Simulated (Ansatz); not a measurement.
ZnAg:
```
CELL_PARAMETERS angstrom
      2.96452     0.00000     0.00000
      0.00000     2.96452     0.00000
      0.00000     0.00000     3.31797
ATOMIC_POSITIONS crystal
  Zn 0.50000 0.50000 0.50000
  Ag 0.00000 0.00000 0.00000
```

Relaxed with LDA. Special points in fractions of this cell's reciprocal vectors: Γ (0.000, 0.000, 0.000); X (0.000, 0.500, 0.000); M (0.500, 0.500, 0.000); Z (0.000, 0.000, 0.500); R (0.000, 0.500, 0.500); A (0.500, 0.500, 0.500).

Q: List the band energies nearest the Fermi level at these points for LDA in the plane-wave PAW code Ansatz.

A: In eV from the Fermi level; about four levels below and three above (degenerate sets whole), none deeper than 8.9 eV; points with the same levels are listed once.

```csv
k,below,above
Γ,-5.63 -4.48 -4.48 -4.35,3.22 6.60 6.60
X,-5.27 -5.11 -4.68 -2.26,9.58 9.84 9.97
M,-4.77 -4.77 -3.82 -1.44 -1.44,2.35 3.29 9.60
Z,-5.20 -5.20 -4.46 -3.52,11.35 11.35 11.69
R,-4.55 -4.16 -2.23 -1.98,1.38 2.10 12.07
A,-6.59 -6.59 -4.23 -3.80,1.88 4.12 4.12
```

Space group P4/mmm (L1₀ or tetragonal B2). The first step of the workflow began from a Materials Project structure, measured or hypothetical; the Crystallography Open Database copy checked does not list it. COD files the formula under space group No. 221. Its standing as an ambient phase is unchecked. The LDA relaxation kept the symmetry of its start; its stability against distortions is not shown here. The run is not spin-polarised. Spin–orbit coupling is left out wherever it is not named.

Potentials: the later of the program's two PAW sets.
